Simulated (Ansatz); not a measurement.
WC:
```xyz
2
Lattice="2.9121 0.0000 0.0000 -1.4560 2.5219 0.0000 0.0000 0.0000 2.8363" Properties=species:S:1:pos:R:3 pbc="T T T"
W      0.0000     0.0000     0.0000
C      1.4560     0.8406     1.4181
```

Relaxed with r²SCAN. Special points in fractions of this cell's reciprocal vectors: Γ (0.000, 0.000, 0.000); M (0.500, 0.000, 0.000); K (0.333, 0.333, 0.000); A (0.000, 0.000, 0.500); L (0.500, 0.000, 0.500); H (0.333, 0.333, 0.500).

**Question.** List the band energies nearest the Fermi level at these points for r²SCAN in the plane-wave PAW code Ansatz.

**Answer.** In eV from the Fermi level; about four levels below and three above (degenerate sets whole), none deeper than 8.9 eV; … stands for higher levels left out; points with the same levels are listed once.

| k | below | above |
|---|---|---|
| Γ | -4.41 -3.43 -3.43 | 0.17 3.45 3.45 |
| M | -7.25 -3.67 -3.62 -0.46 | 2.54 4.76 5.11 |
| K | -6.75 -4.63 -3.51 | 0.81 1.04 2.19 |
| A | -2.05 -2.05 -0.52 -0.52 | 3.87 … |
| L | -6.64 -4.43 -4.29 | 0.28 4.62 5.51 |
| H | -7.35 -5.57 -1.66 -0.67 | 4.60 6.67 7.94 |

Space group P-6m2. Symmetry was held in the r²SCAN relaxation. No spin polarisation was allowed. Scalar-relativistic: spin–orbit coupling is off unless named, which matters more the heavier the elements.

Potentials: the later of the program's two PAW sets.
